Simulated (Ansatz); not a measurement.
Consider the following.

Bi2SO2:
```cif
data_Bi2O2S
_chemical_formula_sum 'Bi2 S1 O2'
_space_group_name_H-M_alt 'P 1'
_space_group_IT_number 1
_cell_length_a 3.94070
_cell_length_b 3.94070
_cell_length_c 6.76172
_cell_angle_alpha 90.000
_cell_angle_beta 90.000
_cell_angle_gamma 120.000
loop_
_space_group_symop_operation_xyz
  'x, y, z'
loop_
_atom_site_label
_atom_site_type_symbol
_atom_site_fract_x
_atom_site_fract_y
_atom_site_fract_z
_atom_site_occupancy
Bi1 Bi 0.66667 0.33333 0.77695 1
Bi2 Bi 0.33333 0.66667 0.22305 1
S1 S 0.00000 0.00000 0.50000 1
O1 O 0.66667 0.33333 0.12193 1
O2 O 0.33333 0.66667 0.87807 1
```

This is the PBEsol-relaxed structure.

All from PBEsol in the plane-wave PAW code Ansatz, unless another level is named. Estimate the formation energy from the elements (no fitted shifts).

-0.98 eV/atom.

What about the hole effective mass?

0.82, 0.82, 7.8 mₑ (principal values).

Next, the electron effective mass?

0.17, 0.21, 3.6 mₑ (principal values).

Next, the valence-band maximum?

on the Γ–A line, 33 % of the way from Γ.

What about the conduction-band minimum?

at L (3 equivalent valleys).

Space group P-3m1. The start of the workflow was typed in or built on a structure type; neither database checked (COD, Materials Project) lists it. Its standing as an ambient phase is unchecked. The cell was relaxed with PBEsol under the symmetry of its start; whether a distortion lowers the energy is not shown. The volume moved by 33 % from the start of the relaxation. The references are the lowest solids computed at this level, not always the standard phases (solids in place of the gases). Spin–orbit coupling is left out wherever it is not named.

Potentials: the earlier of the program's two PAW sets. The files were generated under PBE; for other functionals the program regenerates the frozen cores, and for LDA and PBEsol the local potential too.

Edges and masses are those of Kohn–Sham bands, whose gap is no quasiparticle gap.
